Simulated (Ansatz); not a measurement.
Method: PBEsol, non-collinear spin; PAW, plane waves to 420 eV, 5×8×5 Γ-centred mesh, fermi-dirac occupations (width 0.1 eV) (Ansatz 0.2.0), atoms fixed.

Computed maps in the lattice plane spanned by b (left to right, 3.18 Å, 10 points from zero) and c (bottom to top, 5.44 Å, 16 points from zero), 90° apart, at height 0.250 along a. The fields are smooth PAW ones with compensation charges, not the true ones near nuclei.

Valence density. Digits on a logarithmic scale: 0 up to 0.03 e/Å³, each further digit a factor of 1.6, 9 from 1.3 e/Å³ up:
```
4444444444
4445565544
4457898754
4569999965
4579999975
4579999975
4468999864
4456777654
4445555544
6655444556
9975545579
9997555799
9998555899
9997545799
9985444589
7654444456
```

Task: The cell is NbIn. Which atoms lie within 0.2 Å of this plane, and where (fractions of b and c)?

Result: Nb at (0.00, 0.18), In at (0.50, 0.67). The whole cell:
```xyz
4
Lattice="5.1014 0.0000 0.0000 0.0000 3.1819 0.0000 0.0000 0.0000 5.4385" Properties=species:S:1:pos:R:3 pbc="T T T"
Nb    1.2754    0.0000    0.9898
Nb    3.8261    0.0000    4.4487
In    1.2754    1.5909    3.6547
In    3.8261    1.5909    1.7838
```

The state carries no moments; the state need not be the lowest.

Origin: a known structure type with other elements, at an estimated volume, so it need not be a known compound.
